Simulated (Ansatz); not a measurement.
LaBPd3:
```yaml
crystal:
  lattice:
    - [4.39116, 0.00000, 0.00000]
    - [0.00000, 4.39116, 0.00000]
    - [0.00000, 0.00000, 4.39116]
  atoms:
    - { symbol: B, position: [0.50000, 0.50000, 0.50000] }
    - { symbol: Pd, position: [0.00000, 0.50000, 0.50000] }
    - { symbol: Pd, position: [0.50000, 0.00000, 0.50000] }
    - { symbol: Pd, position: [0.50000, 0.50000, 0.00000] }
    - { symbol: La, position: [0.00000, 0.00000, 0.00000] }
```

Relaxed with r²SCAN. Special points in fractions of this cell's reciprocal vectors: Γ (0.000, 0.000, 0.000); X (0.000, 0.500, 0.000); M (0.500, 0.500, 0.000); R (0.500, 0.500, 0.500).

Question: List the band energies nearest the Fermi level at these points for the program Ansatz at the r²SCAN with spin–orbit coupling level (PAW).

Answer: In eV from the Fermi level; about four levels below and three above (degenerate sets whole), none deeper than 8.9 eV; points with the same levels are listed once.

| k | below | above |
|---|---|---|
| Γ | -1.36 -1.36 -1.36 -1.36 -1.25 -1.25 | 1.84 1.84 1.84 1.84 |
| X | -2.54 -2.54 -1.80 -1.80 | 0.22 0.22 0.26 0.26 |
| M | -0.43 -0.43 -0.19 -0.19 | 1.93 1.93 1.95 1.95 |
| R | -1.95 -1.95 -1.95 -1.95 | 0.06 0.06 0.15 0.15 0.15 0.15 |

Space group Pm-3m (cubic perovskite). The workflow started from an entry of the Crystallography Open Database (COD). Whether it is the stable phase at ambient conditions was not checked. The r²SCAN relaxation kept the symmetry of its start; whether a distortion lowers the energy is not shown. No spin polarisation was allowed.

Potentials: the later of the program's two PAW sets.
